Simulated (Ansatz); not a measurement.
BaZrS$_{3}$ in space group Pnma (No. 62; Ba on 4c, Zr on 4b, S on 4c, S on 8d), the program Ansatz at the PBE level (PAW). The conduction-band minimum lies at Γ, with 1 equivalent valley. Second derivatives d²E/dk² of the lowest band at one valley (eV·Å²), along Cartesian directions:

```json
[
 {"direction": "[100]", "d²E/dk²": "21.07"},
 {"direction": "[010]", "d²E/dk²": "34.73"},
 {"direction": "[001]", "d²E/dk²": "18.65"},
 {"direction": "[110]", "d²E/dk²": "27.89"},
 {"direction": "[101]", "d²E/dk²": "19.62"},
 {"direction": "[011]", "d²E/dk²": "26.66"}
]
```

Task: Find the principal effective masses, the density-of-states mass and the conductivity mass.

Result: Off-diagonal terms follow from H_xy = H[110] − (H_xx + H_yy)/2, and m*/mₑ = 7.620 eV·Å² over each eigenvalue: 0.22, 0.36, 0.41. One valley's DOS mass (m₁m₂m₃)^(1/3) = 0.32, conductivity mass 3/(Σ 1/mᵢ) = 0.31 mₑ.

Task: What effective density of states Nc follows at 300 K for parabolic valleys?

Result: Nc = 2.509e19 × 1 × (0.32)^(3/2) ≈ 4.5e18 cm⁻³.

Symmetry was held in the PBE relaxation. No spin polarisation was allowed. Scalar-relativistic: spin–orbit coupling is off unless named, which matters more the heavier the elements.

Potentials: the later of the program's two PAW sets.

Edges and masses are those of Kohn–Sham bands, whose gap is no quasiparticle gap.
